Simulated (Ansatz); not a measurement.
Data:

CdSe (wurtzite)

```yaml
crystal:
  lattice:
    - [4.33999, 0.00000, 0.00000]
    - [-2.17000, 3.75854, 0.00000]
    - [0.00000, 0.00000, 7.07803]
  atoms:
    - { symbol: Cd, position: [0.66667, 0.33333, 0.00056] }
    - { symbol: Cd, position: [0.33333, 0.66667, 0.50056] }
    - { symbol: Se, position: [0.66667, 0.33333, 0.62464] }
    - { symbol: Se, position: [0.33333, 0.66667, 0.12464] }
```

In this cell atom 4 (Se, nearest neighbour Cd at 2.655 Å; its periodic images, 4.3 Å or more away, move with it) is moved by s along Cartesian [111], unit vector (0.577, 0.577, 0.577); all other atoms and the cell stay fixed.

Computed with r2SCAN (plane waves to 500 eV, PAW, scalar-relativistic; Ansatz, a first-principles code). k mesh 7×7×4 (Γ-centred), Fermi-Dirac smearing 0.05 eV. E stands for the smeared free energy. Left out: 1 of 11 points, with atoms too close for the PAW data. CdSe was relaxed with its symmetry unable to fall. The zero of ΔE is the undisplaced structure.

The scan covers s from -0.640 to 0.800 Å in 10 points.

Problem. Is this a single well or a double well?

Solution. A single well with its minimum at or next to zero displacement.

Problem. Is the energy the same for displacements of ±0.640 Å, and if not, which side lies higher?

Solution. Not even: the negative side lies higher at ±0.640 Å. With its periodic images moving along, the atom's site symmetry in this cell is 3m..

Problem. What is the energy change at s = 0.800 Å?

Solution. 1081 meV/cell.

Problem. What force acts on the atom along the line at s = -0.640 Å?

Solution. 9.41 eV/Å.

Problem. What is the force constant k = d²E/ds² of this move at s = 0?

Solution. 5.61 eV/Å².

(A displaced cell: forces are minus the slopes of the energy, force constants its curvatures, and phonons follow from these.)
